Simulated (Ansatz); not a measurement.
AlCo₂Si₂ in space group P-3m1 (No. 164; Al on 1a, Co on 2d, Si on 2d), plane-wave PAW PBE (Ansatz code), all energies at zero smearing, with the estimated change up to a 700 eV cutoff added, with one set of potentials and settings (totals compare only within such a set). Cell of 5 atoms (1 Al, 2 Co, 2 Si): -12064.090 eV.

```
element                                reference phase  E (eV/atom)
-------  ---------------------------------------------  -----------
Al                          Fm-3m, 1 atoms in the cell    -537.5055
Co       P6_3/mmc, 2 atoms in the cell, spin-polarised   -5126.1613
Si                          Fd-3m, 2 atoms in the cell    -635.8114
```

Formation energy per atom, worked out: (-12064.090 − 1×(-537.5055) − 2×(-5126.1613) − 2×(-635.8114))/5 = -0.528 eV/atom (-51 kJ per mol of atoms), at 0 K, without zero-point energy or fitted corrections.

The workflow started from a Materials Project entry (that database holds measured and hypothetical structures alike); the Crystallography Open Database copy checked does not list it. Whether it is the stable phase at ambient conditions was not checked. The cell was relaxed with PBE under the symmetry of its start; its stability against distortions is not shown here. No spin polarisation was allowed. The references are the lowest solids computed at this level, not always the standard phases.

Potentials: the earlier of the program's two PAW sets.
